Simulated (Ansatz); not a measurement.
RuW in space group Cmcm (No. 63; W on 4c, Ru on 4c) under volume change, DFT-PBEsol in the program Ansatz with PAW potentials, shape and atoms relaxed at each volume.

```csv
V (Å³/atom),E − E(relaxed) (meV/atom),P (GPa)
13.362,139.8,36.94
13.802,58.6,22.56
14.243,13.8,10.35
14.683,0.0,0.00
15.124,12.4,-8.76
15.564,46.7,-15.97
16.005,85.5,-19.46
```

Problem. What does a third-order Birch–Murnaghan fit give for V₀, B₀ and B′?

Solution. V₀ = 14.68 Å³/atom, B₀ = 302 GPa, B′ = 5.8.

The start of the workflow was typed in or built on a structure type; neither database checked (COD, Materials Project) lists it. Its standing as an ambient phase is unchecked. The PBEsol relaxation kept the symmetry of its start; its stability against distortions is not shown here. No spin polarisation was allowed. Its formation energy is positive at this level, so the cell may be metastable or incomplete. Scalar-relativistic: spin–orbit coupling is off unless named, which matters more the heavier the elements.

Potentials: the later of the program's two PAW sets.
